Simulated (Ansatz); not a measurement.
Given:

MoSi₂ (MoSi2 type, space group I4/mmm)

```
CELL_PARAMETERS angstrom
     -1.60108     1.60108     3.90975
      1.60108    -1.60108     3.90975
      1.60108     1.60108    -3.90975
ATOMIC_POSITIONS crystal
  Mo 0.00000 0.00000 0.00000
  Si 0.33530 0.33530 0.00000
  Si 0.66470 0.66470 0.00000
```

Equation-of-state scan: isotropic scaling of the cell above, V₀ being its volume. The atoms relax within the cell's symmetry.

Level of theory: r2SCAN (plane waves to 500 eV, PAW, scalar-relativistic; Ansatz, a quantum-chemistry and plane-wave program). k mesh 14×14×14 (Γ-centred), Fermi-Dirac smearing 0.05 eV. The energy includes the smearing's −TS. Stress and pressure are positive under compression. With the shape held, the modulus is that of even scaling; a crystal free to change shape is softer. MoSi2 is run without spin polarisation. MoSi2 was relaxed with its symmetry unable to fall. The PAW data are Ansatz's earlier set. The zero of ΔE is the relaxed starting cell.

The scan covers V/V₀ from 0.940 to 1.060 in 9 points.

**Question.** What is the fitted pressure derivative B₀′?

**Answer.** 4.5.

**Question.** What bulk modulus at fixed cell shape B₀ follows from a third-order Birch-Murnaghan fit?

**Answer.** 219 GPa.

(A scan under strain: stresses follow from slopes of the energy per volume, elastic moduli from its curvatures.)
